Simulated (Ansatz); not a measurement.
The relaxed structure here is a generated cell of BeS: the first start was made by placing the elements on the sites of a structure type, and the end was not matched to a known phase here, so it may be hypothetical.

The end point of a relaxation of BeS. Space group P6₃/mmc (No. 194), NiAs type. All values below come from PBEsol (plane waves to 420 eV, PAW, scalar-relativistic; Ansatz, a program for electronic structure).

Space group P6₃/mmc (No. 194); a = b = 3.2712 Å, c = 5.2069 Å, α = β = 90.00°, γ = 120.00°

```csv
atom,site,symmetry,x,y,z
Be,2a,-3m.,0.0000,0.0000,0.0000
S,2c,-6m2,0.3333,0.6667,0.2500
```

Question: Predict the band gap from PBEsol.

Answer: 1.39 eV, indirect (valence top at Γ, conduction bottom at K) (no spin-orbit coupling).

Question: Estimate the smallest direct gap that PBEsol returns for this input.

Answer: 3.40 eV at Γ.

No spin polarisation in the result.

The run could not lose the symmetry of its start: the end is stationary, and may be a saddle point rather than a minimum.

All atoms sit on sites fixed by symmetry, so only the cell could relax.
